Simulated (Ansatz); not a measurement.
## Property card for Ta3Sn

Ta₃Sn:
Space group Fm-3m (No. 225); a = 6.634 Å, b = 6.634 Å, c = 6.634 Å, α = 90.00°, β = 90.00°, γ = 90.00°

| atom | site | symmetry | x | y | z |
|---|---|---|---|---|---|
| Sn | 4a | m-3m | 0.0000 | 0.0000 | 0.0000 |
| Ta | 4b | m-3m | 0.5000 | 0.5000 | 0.5000 |
| Ta | 8c | -43m | 0.2500 | 0.2500 | 0.2500 |
(The calculation used a cell of 4 atoms; values per cell refer to that cell.)

Space group Fm-3m (No. 225); conventional cell a = 6.634 Å, b = 6.634 Å, c = 6.634 Å, α = 90.00°, β = 90.00°, γ = 90.00°.

Method: PBEsol (plane waves, PAW; program Ansatz). Structure relaxed to zero pressure with the same functional. Other levels are named where they apply.

**Cell and energy**

```json
{
  "volume_per_atom": "18.25 Å³",
  "density": "15.05 g/cm³",
  "Formation energy from the elements (no fitted shifts)": "0.14 eV/atom"
}
```

**Electronic structure**

```json
{
 "electronic_character": "metallic (no gap)",
 "Density of states at the Fermi level": "1.0 states/eV per atom (mean over ±0.08 eV)",
 "Gap with spin–orbit coupling": "none (metallic)"
}
```

**Mechanics**

```json
{
  "Bulk modulus (Birch–Murnaghan fit)": "189 GPa",
  "Pressure derivative B′": "4.2",
  "Elastic constants (relaxed ions, GPa)": "C11 = 148, C12 = 210, C44 = 72.2",
  "mechanical_stability": "unstable (C has a negative eigenvalue)"
}
```

**Phonons**

```json
{
  "highest_zone_centre_frequency": "5.70 THz",
  "zone_centre_stability": "no imaginary mode at Γ"
}
```

The cell is a constructed one: a structure type filled with these elements; neither database checked (COD, Materials Project) lists it. COD files the formula under space group No. 223. Whether it is the stable phase at ambient conditions was not checked. The PBEsol relaxation kept the symmetry of its start. No spin polarisation was allowed. As this level gives no gap, shear constants depend on the k-mesh and smearing (Fermi–Dirac, 0.1 eV here). As this level gives no gap, phonon frequencies hold no LO–TO term and depend on the k-mesh and smearing (Fermi–Dirac, 0.1 eV here). The references are the lowest solids computed at this level, not always the standard phases. Spin–orbit coupling is left out wherever it is not named.

Potentials: the earlier of the program's two PAW sets. The files were generated under PBE; for other functionals the program regenerates the frozen cores, and for LDA and PBEsol the local potential too.
